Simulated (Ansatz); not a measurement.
Cu Kα1 powder pattern (kinematic, no thermal factors).
2θ (°) (relative intensity): 20.23 (49), 28.76 (42), 35.41 (57), 41.12 (100), 46.24 (23), 50.95 (17), 59.56 (61), 63.57 (11), 67.46 (7), 71.23 (27), 74.93 (20), 78.56 (5), 82.14 (9), 89.23 (9)

The pattern is computed from a structure relaxed with Ansatz, DFT PBE, scalar-relativistic, plane waves, PAW. No spin polarisation. Its elements are Al, N, Y.

Task: Give the structure.

Result: YAl3N4.
Space group Pm-3m (No. 221). a = 4.387 Å, b = 4.387 Å, c = 4.387 Å, α = 90.00°, β = 90.00°, γ = 90.00°
```tsv
atom	site	symmetry	x	y	z
Y	1b	m-3m	0.5000	0.5000	0.5000
Al	3d	4/mm.m	0.0000	0.0000	0.5000
N	3c	4/mm.m	0.5000	0.5000	0.0000
N	1a	m-3m	0.0000	0.0000	0.0000
```

A pattern alone doesn't exclude other cells with like lines; this is the one computed.

Another cell of YAl3N4 relaxed alike, in I-42m, lies 0.36 eV/atom lower, so this cell isn't the stable form at this level.

It was reached by relaxing an invented guess, and it needn't be the stable form of this composition.
